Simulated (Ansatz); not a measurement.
Given:

Re₂B:
```
CELL_PARAMETERS angstrom
      3.50473     0.00000     0.00000
      0.00000     3.50473     0.00000
      0.00000     0.00000     5.93957
ATOMIC_POSITIONS crystal
  Re 0.00000 0.00000 0.00000
  Re 0.50000 0.50000 0.00000
  Re 0.50000 0.00000 0.34901
  Re 0.00000 0.50000 0.65099
  B  0.50000 0.00000 0.71190
  B  0.00000 0.50000 0.28810
```

This is the PBEsol-relaxed structure.

**Question.** All from plane-wave PAW PBEsol (Ansatz code), unless another level is named. Predict the electronic character.

**Answer.** metallic (no gap).

**Question.** Predict the density of states at the Fermi level.

**Answer.** 0.52 states/eV per atom (mean over ±0.08 eV).

**Question.** And the formation energy from the elements (no fitted shifts)?

**Answer.** 313 meV/atom.

**Question.** Predict the gap with spin–orbit coupling.

**Answer.** none (metallic).

Space group P4/nmm. The cell is a constructed one: a structure type filled with these elements; neither database checked (COD, Materials Project) lists it. Its standing as an ambient phase is unchecked. The cell was relaxed with PBEsol under the symmetry of its start; its stability against distortions is not shown here. The run is not spin-polarised. The references are the lowest solids computed at this level, not always the standard phases. Scalar-relativistic: spin–orbit coupling is off unless named, which matters more the heavier the elements.

Potentials: the earlier of the program's two PAW sets. The files were generated under PBE; for other functionals the program regenerates the frozen cores, and for LDA and PBEsol the local potential too.
